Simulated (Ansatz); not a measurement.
**TaN: relaxation of cell and atoms**

Method: DFT, LDA, all-electron LAPW, scalar-relativistic (Ansatz 0.2.0).

Command: `ansatz run input.yaml --threads 1 --pin off --max-ram 2048MiB --backend cpu --events-out ev --progress --plain --runs-dir out` The run took 48 s on 1 thread of Intel(R) Xeon(R) Platinum 8559C (Emerald Rapids), on a shared host.

```yaml
crystal:
  lattice:
    - [2.8780239874, 0.0, 0.0]
    - [-1.4390119937, 2.4924418858, 0.0]
    - [0.0, 0.0, 2.8241467514]
  atoms:
    - { symbol: Ta, position: [0.3333333333, 0.6666666667, 0.5] }
    - { symbol: "N", position: [0.0, 0.0, 0.0] }
kpoints:
  mp_grid: { grid: [10, 10, 9] }
scf:
  occupations: { method: fermi_dirac, width: 0.02 }
hamiltonian:
  xc: lda
  pseudopotentials: { kind: all_electron, lapw: { basis_error: 0.001 } }
output:
  forces: true
  stress: true
relax:
  f_tol: 0.005
  max_steps: 80
  cell: {}
```

Spin–orbit coupling is left out, though it moves levels of the heavy atoms by tenths of an eV or more.

The geometry is COD entry 1538016, unchecked; take it as a test cell. The listed cell was then made from it by scaling, straining or moving an atom.

Each frame lists the cell vectors (Å), then Cartesian positions (Å); symmetry keeps all forces zero. Free energies count from the first step, -425802.4536 eV.

The walk took 5 evaluations in all; steps that aren't listed are left out.

Step 1: E = 0.0 meV, P = 11.79 GPa

```
cell 2.8780 0.0000 0.0000 -1.4390 2.4924 0.0000 0.0000 0.0000 2.8241
Ta    0.0000    1.6616    1.4121
N     0.0000    0.0000    0.0000
```

Step 2:

```
cell 2.9294 0.0000 0.0000 -1.4647 2.5369 0.0000 0.0000 0.0000 2.8449
Ta    0.0000    1.6913    1.4225
N     0.0000    0.0000    0.0000
```

Step 3: E = -21.1 meV, P = -0.65 GPa

```
cell 2.9045 0.0000 0.0000 -1.4522 2.5154 0.0000 0.0000 0.0000 2.8595
Ta    0.0000    1.6769    1.4297
N     0.0000    0.0000    0.0000
```

**Question.** Give the energy, pressure of step 2.

**Answer.** E = -14.8 meV, P = -4.63 GPa
```
Ta    0.0000    1.6913    1.4225
N     0.0000    0.0000    0.0000
```

**Question.** How does the relaxation end?

**Answer.** It converges, with a = 2.907 Å, b = 2.907 Å, c = 2.851 Å, α = 90.00°, β = 90.00°, γ = 120.00° (conventional cell, space group P-6m2). The last solve (on a basis chosen afresh for the final cell, so its energy is not quite comparable) gives E = -21.6 meV, P = -0.02 GPa:
```
cell 2.9067 0.0000 0.0000 -1.4533 2.5173 0.0000 0.0000 0.0000 2.8512
Ta    0.0000    1.6782    1.4256
N     0.0000    0.0000    0.0000
```
